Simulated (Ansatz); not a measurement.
Si (diamond)

```xyz
2
Lattice="0.0000 2.7168 2.7168 2.7168 0.0000 2.7168 2.7168 2.7168 0.0000" Properties=species:S:1:pos:R:3 pbc="T T T"
Si     2.7168     2.7168     2.7168
Si     4.0752     4.0752     4.0752
```

The slice is a {100} plane (indices of the conventional cell) through the point (0.750, 0.750, 0.750) (fractional), spanned by u = [100] and v = [0 1 -1] in vectors of this cell: u (3.84 Å) and v (3.84 Å, at 90° to u). It covers one period; positions are fractions (u, v).

Method: PBEsol (plane waves to 420 eV, PAW, scalar-relativistic; Ansatz, a quantum-chemistry and plane-wave program). k mesh 11×11×11. These are valence fields of a PAW run, semicore shells included where kept as valence: close to a nucleus they are smooth pseudo fields. Si was relaxed with its symmetry unable to fall. The PAW data are Ansatz's earlier set.

Question: Sketch the electron localisation function (ELF) on this plane as a map.

Answer: 
```
|xxxxx68999998765556789999986xxxx|
|xxxx5689999887655567889999865xxx|
|xxx456889988765555567889988654xx|
|xx55678888876554445567888887655x|
|66667788877655433345567788877666|
|88888887766544332334456677888888|
|99988877655433222223345567788899|
|99998876544322111112234456788999|
|99998765443211111111123445678999|
|99988765432111000001112345678899|
|99887654321100000000011234567889|
|88876543211000000000001123456788|
|77765543211000000000001123455677|
|66655432110000000000000112345566|
|65554332110000000000000112334555|
|55554322110000000000000112234555|
|65554332110000000000000112334555|
|66655432110000000000000112345566|
|77765543211000000000001123455677|
|88876543211000000000001123456788|
|99887654321100000000011234567889|
|99988765432111000001112345678899|
|99998765443211111111123445678999|
|99998876544322111112234456788999|
|99988877655433222223345567788899|
|88888887766544332334456677888888|
|66667788877655433345567788877666|
|xx55678888876554445567888887655x|
|xxx456889988765555567889988654xx|
|xxxx5689999887655567889999865xxx|
|xxxxx68999998765556789999986xxxx|
|xxxxx68999998766566789999986xxxx|
```
Scale: ten equal steps from 0.02 (start of '0') to 0.80 (end of '9'), in the order '0123456789'. Values: electron localisation function (ELF). The map has 32 points along u (one character each, u = 0 at the left) and 32 along v (v = 0 in the bottom row). Points within 0.5 Å of a nucleus are blanked (x), as the pseudised field means little there.
